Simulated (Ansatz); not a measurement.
Input file for Ansatz (an electronic-structure program):

Ansatz 0.2 input:
```yaml
crystal:
  lattice:
    - [7.4598595423, 0.0, 0.0]
    - [0.0, 4.5618247238, 0.0]
    - [-0.018266583, 0.0, 7.8376492738]
  atoms:
    - { symbol: Cd, position: [0.6028985753, 0.5, 0.860076917] }
    - { symbol: Cd, position: [0.037294913, 0.0, 0.6930031451] }
    - { symbol: Cd, position: [0.0763184679, 0.5, 0.1159836284] }
    - { symbol: As, position: [0.9435439753, 0.5, 0.8147662678] }
    - { symbol: I, position: [0.9440156056, 0.0, 0.3207871287] }
    - { symbol: I, position: [0.4405425569, 0.0, 0.6741167244] }
    - { symbol: I, position: [0.447375906, 0.5, 0.1879461886] }
kpoints:
  mp_grid: { grid: [4, 6, 4] }
hamiltonian:
  xc: r2scan
  pseudopotentials: { kind: paw }
scf:
  occupations: { method: fixed }
checkpoint: { read: static.run }
output: { bader: true, populations: true }
```

Output (shortened):

```
Pseudopotentials: kind: paw
Pseudopotential: Cd, paw, valence charge 20
Pseudopotential: As, paw, valence charge 15
Pseudopotential: I, paw, valence charge 17
Functional definition: r2SCAN
Crystal: 7 atoms, lattice volume = 266.720 Å³
Basis set: ecut = 500 eV, 6787 PW (Γ), exchange–correlation on 240×144×240 points (64 copies of the dense FFT grid, shifted against one another)
Bands: 76, of which v1, the nominal top of the filled ones, is band 63 counted from 1 (62 counted from 0)
Symmetry: 2 space group operations
Space group: Pm (ITA 6), of the structure as read, at distance tolerance 6.4e-5 Å
k-points: 40 of 96 (time reversal used)
PAW frozen core: Cd, regenerated for the run's functional
PAW frozen core: As, regenerated for the run's functional
PAW frozen core: I, regenerated for the run's functional
Initial density: read from a saved state, or passed on in memory by an earlier SCF of this step, an earlier step, the calling program or the single point that …
Stability of the state it starts from, as read at its close in the unpolarized treatment …
Initial wavefunctions: pseudopotential atomic-orbital guess
Eigensolver: davidson
Functional: x = r2scan, c = r2scan; τ floored in thin density (d = 2e-4 eV/Å³)
iter 1 solved again at ethr=2.43e-7 eV; its pass at ethr=3.10e-3 eV (dr2=3.07e-4 eV) is discarded
SCF iter   1: F=—  HF=-52257.043213 eV  |F-HF|=—  |Δ(HF+E_count)|=         —  Δρ=8.33e-7  dr2=2.58e-9  dr2_τ=7.83e-11  ethr=2.43e-7  ⟨swp⟩=3.2  Hψ=16754  notcnv=0  defer=440
all-band conjugate gradients solve this SCF's bands
preconditioner: auto → Resta (q_TF=auto, 2.408 Å⁻¹)
SCF iter   2: F=—  HF=-52257.043190 eV  |F-HF|=—  |Δ(HF+E_count)|=   2.26e-5  Δρ=5.10e-7  dr2=1.09e-9  dr2_τ=1.38e-10  ethr=2.04e-12  ⟨swp⟩=15.7  Hψ=17440  notcnv=0
SCF iter   3: F=-52257.043190 eV  HF=-52257.043190 eV  |F-HF|=2.33e-10  |Δ(HF+E_count)|=  2.26e-10  Δρ=2.97e-7  dr2=3.75e-10  dr2_τ=1.24e-11  ethr=1.00e-12  ⟨swp⟩=1.0  Hψ=7374  notcnv=0
SCF 1 converged in 3 iterations: F = -52257.043190 eV  dr2 = 3.75e-10
SCF converged after 3 iterations
Free energy (F): -52257.043190 eV
Harris-Foulkes:  -52257.043190 eV  (|F-HF|=2.33e-10)
Internal energy: -52257.043190 eV  (E = F + TS)
E sigma→0 (E₀):  -52257.043190 eV
Fermi energy:    5.329854 eV
--- Per-component energies (eV) ---
  E_band       = -3236.390225
  E_kinetic    = 2182.854421
  E_local      = -22185.579638  (includes V_loc(G=0)·N_el)
  E_nonlocal   = -838.156219
  E_hartree    = 10754.809947
  E_xc         = -939.596331
  E_vxc        = -1238.453199  (∫ρ·V_xc dr)
  E_paw        = -28683.076419  (= ΣΔE_a)
  E_vpaw       = -2748.023182  (= ΣTr[D̂ρ^β])
  E_aug_tail   = -0.000074  (compensation charges beyond the density's cutoff)
  E_vtau       = 81.347206  (kinetic-family band-sum trace: ∫τ·v_τ [+ j·A + Jᵃ·Aᵃ] dr)
  E_ewald      = -12545.366317
  E_core_change = -2.932561  (= ΣΔE_core)
  E_smearing   =  0.000000  (= −TS)
  E_closure    = 0.000000  (closes the sum)
  Σ components = -52257.043190   (vs F -52257.043190, Δ=0.00e0)
  [band-id]    e_kinetic+e_local+e_nonlocal+2·e_hartree+e_vxc+e_vpaw+e_augmentation_tail+e_vtau = -3236.390790   (vs E_band -3236.390225, Δ=-5.66e-4)
--- Band table (eV; the first three rows and the last of 40) ---
  k-point 0: bands = ["-99.5678", "-99.5254", "-99.3404", "-59.7410", "-59.7326", "-59.6974", "-59.6971", "-59.6888", "-59.6556", "-59.5173", "-59.5065", "-59.4539", "-40.3311", "-40.3295", "-40.3027", "-40.3014", "-40.2682", "-40.2643", "-40.2454", "-40.2347", "-40.2271", "-40.2081", "-40.0492", "-40.0457", "-39.9595", "-39.9233", "-39.9072", "-29.4744", "-29.4727", "-29.4635", "-29.4599", "-29.4565", "-7.5707", "-7.4205", "-7.1413", "-5.3980", "-3.1359", "-3.1248", "-3.1005", "-3.0608", "-3.0257", "-2.9875", "-2.9606", "-2.9430", "-2.8954", "-2.8294", "-2.8065", "-2.7410", "-2.7298", "-2.6854", "-2.0755", "0.9803", "1.1955", "2.1507", "2.4882", "3.1262", "3.5286", "3.7282", "3.9743", "4.3879", "4.7913", "5.0824", "5.3299", "6.7316", "7.8446", "8.3680", "9.6048", "10.3997", "10.9411", "11.2203", "11.3223", "11.4414", "12.1760", "12.8957", "13.2624", "13.2976"]
  k-point 1: bands = ["-99.5678", "-99.5254", "-99.3404", "-59.7410", "-59.7326", "-59.6974", "-59.6971", "-59.6888", "-59.6556", "-59.5173", "-59.5065", "-59.4539", "-40.3311", "-40.3295", "-40.3027", "-40.3014", "-40.2682", "-40.2643", "-40.2454", "-40.2347", "-40.2271", "-40.2081", "-40.0492", "-40.0457", "-39.9595", "-39.9233", "-39.9072", "-29.4744", "-29.4727", "-29.4635", "-29.4599", "-29.4565", "-7.5481", "-7.4323", "-7.1517", "-5.4001", "-3.1346", "-3.1169", "-3.0971", "-3.0558", "-3.0253", "-2.9901", "-2.9613", "-2.9456", "-2.8957", "-2.8358", "-2.8340", "-2.7357", "-2.7244", "-2.6881", "-2.1179", "1.0233", "1.4695", "2.2346", "2.4688", "3.1995", "3.4957", "3.6092", "3.8585", "4.3390", "4.3595", "4.8532", "5.2697", "7.2924", "8.1671", "8.4502", "9.7901", "10.4560", "10.9349", "11.0677", "11.4150", "11.5808", "12.1152", "12.4873", "12.7658", "13.0778"]
  k-point 2: bands = ["-99.5678", "-99.5254", "-99.3404", "-59.7410", "-59.7326", "-59.6974", "-59.6971", "-59.6888", "-59.6556", "-59.5173", "-59.5065", "-59.4539", "-40.3311", "-40.3295", "-40.3027", "-40.3014", "-40.2682", "-40.2643", "-40.2454", "-40.2347", "-40.2271", "-40.2081", "-40.0492", "-40.0457", "-39.9595", "-39.9233", "-39.9072", "-29.4744", "-29.4727", "-29.4635", "-29.4599", "-29.4565", "-7.5146", "-7.4550", "-7.1620", "-5.4021", "-3.1335", "-3.1076", "-3.0941", "-3.0491", "-3.0230", "-2.9937", "-2.9600", "-2.9531", "-2.8961", "-2.8607", "-2.8388", "-2.7402", "-2.7138", "-2.6907", "-2.1576", "1.0955", "1.7263", "2.3713", "2.5991", "3.2111", "3.3418", "3.3920", "3.6829", "3.9788", "4.3351", "4.8332", "5.2085", "7.6885", "8.4624", "8.5852", "9.9974", "10.4447", "10.7945", "11.1759", "11.6880", "11.7830", "12.0071", "12.1000", "12.2934", "12.8656"]
  k-point 39: bands = ["-99.5678", "-99.5254", "-99.3404", "-59.7411", "-59.7326", "-59.6974", "-59.6971", "-59.6888", "-59.6556", "-59.5173", "-59.5064", "-59.4540", "-40.3312", "-40.3294", "-40.3027", "-40.3012", "-40.2682", "-40.2644", "-40.2454", "-40.2347", "-40.2271", "-40.2080", "-40.0492", "-40.0457", "-39.9595", "-39.9233", "-39.9071", "-29.4742", "-29.4727", "-29.4638", "-29.4603", "-29.4566", "-7.3716", "-7.3439", "-7.1150", "-5.2191", "-3.1099", "-3.0688", "-2.9988", "-2.9934", "-2.9760", "-2.9315", "-2.9237", "-2.9040", "-2.8830", "-2.8687", "-2.7781", "-2.7249", "-2.7229", "-2.7157", "-2.0171", "0.9091", "1.0246", "1.0428", "2.4078", "3.1714", "3.2345", "3.4520", "3.5125", "3.8429", "4.0317", "4.3552", "4.4767", "8.0398", "8.0566", "8.3761", "8.6897", "10.0063", "10.2859", "10.6972", "11.4587", "12.5484", "12.9507", "13.0765", "13.2975", "13.3840"]
  band table: 76 of 76 bands, residual norms ≤ 1.0e-3 eV
--- Löwdin populations: 7 sites ---
  site symbol       q [e]
     0     Cd     18.8129
     1     Cd     18.8041
     2     Cd     18.8230
     3     As     16.3812
     4      I     17.5586
     5      I     17.5543
     6      I     17.5197
  spilling = 0.004335 (of n_electrons = 126.000000)
--- Bader charges: 7 sites ---
  site symbol  charge [e]  shift [e]
     0     Cd      0.7253     0.0014
     1     Cd      0.6561     0.0019
     2     Cd      0.7048     0.0015
     3     As     -0.7117     0.0037
     4      I     -0.4700     0.0001
     5      I     -0.4704     0.0001
     6      I     -0.4342     0.0008
  shift: an alarm, by how much a part of what the PAW files miss would move the charge. Where it is large, compare
  with a run on PAW files of another source; a small one proves nothing
  estimated error of the sums over rays = 3.1e-4 e
```

Cost: roughly 4 core-minutes on shared cores.

The workflow started from a Materials Project entry (that database holds measured and hypothetical structures alike); the Crystallography Open Database copy checked does not list it. Its standing as an ambient phase is unchecked. Symmetry was held in the r²SCAN relaxation; its stability against distortions is not shown here. Spin–orbit coupling is left out wherever it is not named.

Potentials: the later of the program's two PAW sets.

Ansatz is a plane-wave DFT program.
